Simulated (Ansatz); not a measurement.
BaZrO3:
```cif
data_BaO3Zr
_chemical_formula_sum 'O3 Ba1 Zr1'
_space_group_name_H-M_alt 'Pm-3m'
_space_group_IT_number 221
_space_group_name_Hall '-P 4 2 3'
_cell_length_a 4.14736
_cell_length_b 4.14736
_cell_length_c 4.14736
_cell_angle_alpha 90.000
_cell_angle_beta 90.000
_cell_angle_gamma 90.000
loop_
_atom_site_label
_atom_site_type_symbol
_atom_site_symmetry_multiplicity
_atom_site_Wyckoff_symbol
_atom_site_fract_x
_atom_site_fract_y
_atom_site_fract_z
_atom_site_occupancy
O1 O 3 c 0.00000 0.50000 0.50000 1
Ba1 Ba 1 a 0.00000 0.00000 0.00000 1
Zr1 Zr 1 b 0.50000 0.50000 0.50000 1
```

Relaxed with LDA.

### Question
Give the optical modes at the zone centre with their infrared and Raman activity from DFPT, plane-wave PAW LDA (Ansatz code).

### Answer
Transverse frequencies, without the LO–TO term; a row sums one degenerate level.

```csv
ω (cm⁻¹),degeneracy,IR ((D/Å)²/amu),Raman (Å⁴/amu),activity,symmetry
91,3,39.98,0,IR,T1u
168,3,0.00,0,silent,T2u
193,3,59.55,0,IR,T1u
527,3,67.14,0,IR,T1u
```

### Question
How high does the top mode go among those that the LO–TO term moves?

### Answer
715 cm⁻¹ for q along x.

Symmetry was held in the LDA relaxation. At this level the phase is dynamically unstable (imaginary phonons). The run is not spin-polarised. Scalar-relativistic: spin–orbit coupling is off unless named, which matters more the heavier the elements.

Potentials: the later of the program's two PAW sets.
